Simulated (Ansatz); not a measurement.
Consider the following.

Starting cell, BN (h-BN type, space group P6_3/mmc):

```
BN
1.0
    2.50046     0.00000     0.00000
   -1.25023     2.16546     0.00000
    0.00000     0.00000     6.41170
B N
2 2
Direct
  0.33333   0.66667   0.25000
  0.66667   0.33333   0.75000
  0.33333   0.66667   0.75000
  0.66667   0.33333   0.25000
```

In each cell atom 4 (N, nearest neighbour B at 1.444 Å; its periodic images, 2.5 Å or more away, move with it) moves by s·(-0.866, 0.500, 0.000) (towards the nearest neighbour), the rest being held.

These are PBEsol-D3(BJ) (plane waves to 420 eV, PAW, scalar-relativistic; Ansatz, an electronic-structure program) values and carry that method's errors. k mesh 12×12×4 (Γ-centred), Fermi-Dirac smearing 0.05 eV. The energy includes the smearing's −TS. BN was relaxed with its symmetry unable to fall. ΔE is measured from the undisplaced structure.

The scan covers s from -0.140 to 0.140 Å in 11 points.

Question: Is the energy the same for displacements of ±0.140 Å, and if not, which side lies higher?

Answer: Not even: the positive side lies higher at ±0.140 Å. With its periodic images moving along, the atom's site symmetry in this cell is -6m2.

Question: What is the force constant k = d²E/ds² of this move at s = 0?

Answer: 42.2 eV/Å².

(A displaced cell: forces are minus the slopes of the energy, force constants its curvatures, and phonons follow from these.)
